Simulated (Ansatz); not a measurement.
CdF$_{2}$:
```xyz
3
Lattice="0.0000 2.7409 2.7409 2.7409 0.0000 2.7409 2.7409 2.7409 0.0000" Properties=species:S:1:pos:R:3 pbc="T T T"
Cd     0.0000     0.0000     0.0000
F      1.3704     1.3704     1.3704
F      4.1113     4.1113     4.1113
```

Relaxed with PBE. Special points in fractions of this cell's reciprocal vectors: Γ (0.000, 0.000, 0.000); X (0.500, 0.000, 0.500); U (0.625, 0.250, 0.625); K (0.375, 0.375, 0.750); L (0.500, 0.500, 0.500); W (0.500, 0.250, 0.750).

**Question.** List the band energies nearest the valence-band maximum at these points for plane-wave PAW PBE with spin–orbit coupling (Ansatz code).

**Answer.** In eV from the valence-band maximum; about four levels below and three above (degenerate sets whole), none deeper than 8.9 eV; points with the same levels are listed once.

```tsv
k	below	above
Γ	-0.58 -0.58 -0.58 -0.58 -0.49 -0.49	2.91 2.91 12.04 12.04
X	-0.12 -0.12 -0.05 -0.05	7.60 7.60 9.37 9.37
U	-0.30 -0.30 -0.19 -0.19	7.55 7.55 10.40 10.40
L	-0.47 -0.47 -0.37 -0.37	6.80 6.80 8.97 8.97
W	-0.51 -0.51 0.00 0.00	7.66 7.66 11.14 11.14
```

Space group Fm-3m (fluorite). The cell was relaxed with PBE under the symmetry of its start.

Potentials: the earlier of the program's two PAW sets.
